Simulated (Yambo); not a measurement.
Material: TiO2 (anatase, space group I4_1/amd, No. 141); a = 5.501 Å, b = 5.501 Å, c = 5.501 Å, α = 139.79°, β = 139.79°, γ = 58.18° (6 atoms in the cell). The geometry is that of Materials Project entry mp-390, symmetrised and not relaxed again.

With norm-conserving PBEsol (Quantum ESPRESSO, 84 Ry, no spin-orbit coupling), the gap between the mesh's edge points (X → Γ) is 2.169 eV.

By how much does one-shot G0W0 (Yambo; 4×4×4 Γ-centred k mesh, bands 3 to 137 and a 8 Ry block in the screening, 137 bands in G with the Bruneval-Gonze terminator, plasmon pole fitted at 27.2 eV) open this gap, and what gap results?

The correction is 1.508 eV, giving 3.677 eV, 1.7 times the PBEsol value. The mesh misses a band edge: along a dense path the PBEsol gap is 2.12 eV against 2.17 eV on the mesh. Nearest settings tried, and what they do to the gap: 91 bands in G: -12 meV; 69 bands in W: +37 meV; 1 Ry block (15 vectors against 181): +1631 meV. Not varied: mesh. So the settings aren't converged at that level.
